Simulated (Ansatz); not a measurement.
Consider the following.

TaAl:
```
CELL_PARAMETERS angstrom
      2.80712     0.00000     0.00000
      0.00000     2.80712     0.00000
      0.00000     0.00000     4.15543
ATOMIC_POSITIONS crystal
  Ta 0.00000 0.00000 0.00000
  Al 0.50000 0.50000 0.50000
```

This is the PBEsol-relaxed structure.

All from the program Ansatz at the PBEsol level (PAW), unless another level is named. Estimate the formation energy from the elements (no fitted shifts).

-219 meV/atom.

And the density of states at the Fermi level?

0.26 states/eV per atom (mean over ±0.08 eV).

Space group P4/mmm (L1₀ or tetragonal B2). The start of the workflow was typed in or built on a structure type; neither database checked (COD, Materials Project) lists it. Its standing as an ambient phase is unchecked. The cell was relaxed with PBEsol under the symmetry of its start; whether a distortion lowers the energy is not shown. No spin polarisation was allowed. The references are the lowest solids computed at this level, not always the standard phases. Spin–orbit coupling is left out wherever it is not named.

Potentials: the earlier of the program's two PAW sets. The files were generated under PBE; for other functionals the program regenerates the frozen cores, and for LDA and PBEsol the local potential too.
